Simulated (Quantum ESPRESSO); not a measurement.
## Band energies of WO3 at -0.7 % isotropic strain

```xyz
4
Lattice="3.7684 0.0000 0.0000 0.0000 3.7684 0.0000 0.0000 0.0000 3.7684" Properties=species:S:1:pos:R:3 pbc="T T T"
O      0.0000     0.0000     1.8842
O      1.8842     0.0000     0.0000
O      0.0000     1.8842     0.0000
W      0.0000     0.0000     0.0000
```

PBEsol (pw.x of Quantum ESPRESSO, ONCV potentials, without SOC); path ΓXMΓRX,MR; energies in eV from the valence-band maximum.

```
k (1/Å)  point  band 12  band 13  band 14  band 15  band 16  band 17  band 18  band 19
-------  -----  -------  -------  -------  -------  -------  -------  -------  -------
0.00         Γ    -1.23    -1.23    -1.06    -1.06    -1.06     0.63     0.63     0.63
0.48              -2.47    -2.26    -1.42    -1.10    -1.10     0.67     3.08     3.08
0.83         X    -2.68    -2.56    -1.54    -1.10    -1.10     0.69     4.29     4.29
1.04              -2.78    -2.25    -1.57    -1.41    -1.25     1.45     4.29     4.42
1.56              -3.60    -2.18    -2.00    -1.98    -0.05     4.20     4.31     5.66
1.67         M    -3.64    -2.19    -2.00    -2.00    -0.01     4.31     4.31     5.75
2.10              -3.20    -2.06    -1.90    -1.87    -0.49     3.34     3.47     4.50
2.52              -2.00    -1.56    -1.52    -1.46    -1.12     1.46     1.60     2.04
2.85         Γ    -1.23    -1.23    -1.06    -1.06    -1.06     0.63     0.63     0.63
3.05              -1.75    -1.55    -1.22    -1.22    -1.17     1.11     1.20     1.20
3.57              -4.15    -4.05    -0.95    -0.95    -0.65     3.44     3.74     3.74
4.08              -5.48    -5.48    -0.11    -0.11    -0.07     5.51     5.57     5.57
4.29         R    -5.60    -5.60     0.00     0.00     0.00     5.77     5.77     5.77
4.49              -5.52    -5.44    -0.13    -0.09    -0.05     5.48     5.60     5.65
4.98              -4.28    -3.52    -1.12    -1.02    -0.68     3.08     4.61     4.75
5.47         X    -2.68    -2.56    -1.54    -1.10    -1.10     0.69     4.29     4.29
5.47         M    -3.64    -2.19    -2.00    -2.00    -0.01     4.31     4.31     5.75
5.84              -4.75    -4.42    -0.80    -0.80    -0.01     4.75     4.75     5.76
6.30         R    -5.60    -5.60     0.00     0.00     0.00     5.77     5.77     5.77
```

The PBEsol gap is indirect, 0.63 eV, from R to Γ; the smallest direct gap is 1.69 eV. Another valence extremum on the path lies within 0.02 eV, too close to call.

Spin-orbit coupling is left out, which matters for elements this heavy: edges can move by tenths of an eV. The cell is held in this high symmetry; tilts and polar distortions were not searched.

Geometry strained from the cell relaxed with PBEsol, atoms relaxed again.

The structure is a Materials Project entry; no match was found in the copy of COD used, and its stability was not checked.
